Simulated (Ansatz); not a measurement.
HfO₂:
```yaml
crystal:
  lattice:
    - [4.83851, 0.00000, 0.00000]
    - [0.00000, 4.83851, 0.00000]
    - [0.00000, 0.00000, 3.22052]
  atoms:
    - { symbol: Hf, position: [0.00000, 0.00000, 0.00000] }
    - { symbol: Hf, position: [0.50000, 0.50000, 0.50000] }
    - { symbol: O, position: [0.19492, 0.80508, 0.50000] }
    - { symbol: O, position: [0.80508, 0.19492, 0.50000] }
    - { symbol: O, position: [0.69492, 0.69492, 0.00000] }
    - { symbol: O, position: [0.30508, 0.30508, 0.00000] }
```

Relaxed with r²SCAN.

### Question
Give the optical modes at the zone centre with their infrared and Raman activity from DFPT, r²SCAN (plane waves, PAW; program Ansatz).

### Answer
Transverse frequencies, without the LO–TO term; a row sums one degenerate level.

```tsv
ω (cm⁻¹)	degeneracy	IR ((D/Å)²/amu)	Raman (Å⁴/amu)	activity	symmetry
96	1	0.00	0	silent	B1u
127	1	0.00	0	silent	B1g
213	2	31.57	0	IR	Eu
219	2	24.53	0	IR	Eu
273	1	64.39	0	IR	A2u
399	1	0.00	0	silent	A2g
420	1	0.00	0	silent	B1u
462	2	58.27	0	IR	Eu
485	2	0.00	84	Raman	Eg
633	1	0.00	110	Raman	A1g
801	1	0.00	2.4	Raman	B2g
```

### Question
How high does the top mode go among those that the LO–TO term moves?

### Answer
731 cm⁻¹ for q along x, 731 cm⁻¹ for q along y, 679 cm⁻¹ for q along z.

Space group P4_2/mnm (rutile). The first step of the workflow began from a Materials Project structure, measured or hypothetical; the Crystallography Open Database copy checked does not list it. It is not the phase usual at ambient conditions (space group No. 14, 29). Symmetry was held in the r²SCAN relaxation; of distortions, only those at the zone centre were tested. The run is not spin-polarised. Spin–orbit coupling is left out wherever it is not named.

Potentials: the earlier of the program's two PAW sets.
